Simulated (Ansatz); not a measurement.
## Does relaxation matter for the field gradients of SiC with Sb replacing C?

Start: a supercell of SiC (space group P6_3mc) built from a structure deposited in the COD (the entry's cell lengths or inner coordinates differ somewhat from later room-temperature determinations), with all atoms left at the host's positions.

```cif
data_Si24SbC23
_symmetry_space_group_name_H-M 'P3m1'
_symmetry_Int_Tables_number 156
_cell_length_a 6.1900
_cell_length_b 6.1900
_cell_length_c 15.1700
_cell_angle_alpha 90.000
_cell_angle_beta 90.000
_cell_angle_gamma 120.000
loop_
_atom_site_label
_atom_site_type_symbol
_atom_site_symmetry_multiplicity
_atom_site_Wyckoff_symbol
_atom_site_fract_x
_atom_site_fract_y
_atom_site_fract_z
Si1 Si 3 d 0.8333 0.6667 0.1250
Si3 Si 1 b 0.3333 0.6667 0.1250
Si5 Si 3 d 0.8333 0.6667 0.6250
Si7 Si 1 b 0.3333 0.6667 0.6250
Si9 Si 1 a 0.0000 0.0000 0.2917
Si10 Si 3 d 0.0000 0.5000 0.2917
Si13 Si 3 d 0.1667 0.8333 0.7917
Si16 Si 1 c 0.6667 0.3333 0.7917
Si17 Si 1 a 0.0000 0.0000 0.9583
Si18 Si 3 d 0.0000 0.5000 0.9583
Si21 Si 3 d 0.1667 0.8333 0.4583
Si24 Si 1 c 0.6667 0.3333 0.4583
C25 C 3 d 0.8333 0.6667 0.0000
C27 C 1 b 0.3333 0.6667 0.0000
C29 C 3 d 0.8333 0.6667 0.5000
C31 C 1 b 0.3333 0.6667 0.5000
C33 C 1 a 0.0000 0.0000 0.1667
C34 C 3 d 0.0000 0.5000 0.1667
C37 C 3 d 0.1667 0.8333 0.6667
C40 C 1 c 0.6667 0.3333 0.6667
Sb Sb 1 a 0.0000 0.0000 0.8333
C42 C 3 d 0.0000 0.5000 0.8333
C45 C 3 d 0.1667 0.8333 0.3333
C48 C 1 c 0.6667 0.3333 0.3333
```

One atom of each set is listed.

The numbers come from a DFT calculation in Ansatz (PBE, plane waves and PAW, scalar-relativistic, 420 eV cutoff, Γ-centred 4×4×2 k-points, Fermi–Dirac smearing 0.01 eV, cell charge +1).

The largest force at the start is 22 eV/Å. Relaxing the ions at fixed cell moves them by 0.575 Å at most (atom 17, Si) and 0.137 Å rms.

```tsv
site	moved (Å)	first shell before	first shell after	V_zz before (10²¹ V/m²)	η before
Si1	0.107	4 C at 1.90 Å	4 C at 1.87–1.91 Å	0.75	0.01
Si9	0.004	4 C at 1.90 Å	4 C at 1.88–1.92 Å	0.45	0.00
Si10	0.037	4 C at 1.90 Å	4 C at 1.87–1.89 Å	0.47	0.01
Si13	0.332	3 C at 1.90 Å, 1 Sb at 1.90 Å	3 C at 1.85–1.86 Å, 1 Sb at 2.28 Å	-2.98	0.24
Si17	0.575	3 C at 1.90 Å, 1 Sb at 1.90 Å	3 C at 1.86 Å, 1 Sb at 2.32 Å; also 1 C at 2.56 Å	-2.46	0.00
Si18	0.032	4 C at 1.90 Å	4 C at 1.89–1.93 Å	0.75	0.23
C25	0.123	4 Si at 1.90 Å	4 Si at 1.86–1.90 Å	0.30	0.27
C31	0.124	4 Si at 1.90 Å	4 Si at 1.84–1.88 Å	0.42	0.00
C34	0.062	4 Si at 1.90 Å	4 Si at 1.87–1.89 Å	0.075	0.68
C37	0.129	4 Si at 1.90 Å	4 Si at 1.85–1.90 Å	0.42	0.13
Sb	0.151	4 Si at 1.90 Å	4 Si at 2.28–2.32 Å	-2.61	0.00
C42	0.015	4 Si at 1.90 Å	4 Si at 1.86–1.93 Å	0.50	0.59
```

Task: What are V_zz and η after the relaxation?

Result: 

```tsv
site	V_zz after	η after	change of V_zz
Si1	-1.22	0.53	–
Si9	1.53	0.00	+1.08
Si10	0.33	0.68	-0.14
Si13	-1.06	0.49	–
Si17	5.09	0.00	+7.55
Si18	-1.03	0.89	–
C25	-0.71	1.00	-1.01
C31	-0.26	0.00	-0.68
C34	-0.34	0.62	-0.42
C37	0.58	0.38	–
Sb	-4.03	0.00	-1.42
C42	-1.52	0.98	-2.02
```

The largest change of V_zz along a kept axis is on Si17, from -2.46 to 5.09. Small gradients that grow severalfold: Si9 (0.45 to 1.53). In per cent, |V_zz| changes by +54 on Sb (all sites that start above 2, bar those whose gradient vanishes or changes sign or whose main axis turns by over 40°). Where |V_zz| stays above 0.1 and the axes keep their order, η moves most on C25, from 0.27 to 1.00. V_zz changes sign on Si17 (same axis), C42 (same axis), C31 (same axis), C25 (axis turned by 15°), C34 (same axis), C45 (axis turned by 10°), C48 (same axis), C27 (same axis) (not all in the table). On Si13, Si1, Si18, C37 the largest principal value lies along another axis in the second run, so the two V_zz can't be compared directly. The table leaves out 12 of the 24 sites, with |V_zz| up to 1.66; their tensors move by 0.68 at most along any direction. The statements above cover all sites. The electronic state changes along with the positions (the gap closes), so the changes aren't those of geometry alone. The host's own positions weren't relaxed first, so part of the change far from the defect can be the host's relaxation.

The defect repeats with the cell of 48 atoms, so it feels its images: sites between two images don't show the values beside a lone defect, and zeros or small values of η there can come from the images' arrangement. C and Si carry a gradient in the pure host already, so the values there aren't the defect's effect alone. A uniform background compensates the cell's charge. Without spin–orbit coupling (the program notes it for Sb) the gradients can shift somewhat, as the gap is small. With these PAW files V_zz is typically within 2 to 3 % of all-electron values, but misses above 10 % occur on Sb.
Before: With a gap of 0.7 eV on this mesh, small gradients can still move by 0.1 × 10²¹ V/m² or more as the k-mesh gets denser. The cell keeps the host's lattice, where the PBE pressure is 20 GPa (in a charged cell this depends on the convention for the mean potential). The neighbours have not yet relaxed around the defect (largest force 22 eV/Å), so the values at and beside it are those of a strained start, not of the defect in a real crystal.
After: The run isn't spin-polarised, and a state with spin may lie lower. The relaxation keeps the site symmetry 3m of the start, so the impurity can move only along its axis; a distortion that would localise the partly filled state isn't explored. The defect cell has no gap above 0.1 eV on its mesh, so the values can hang on the smearing and the k-mesh. The cell keeps the host's lattice, where the PBE pressure is 12 GPa (in a charged cell this depends on the convention for the mean potential).
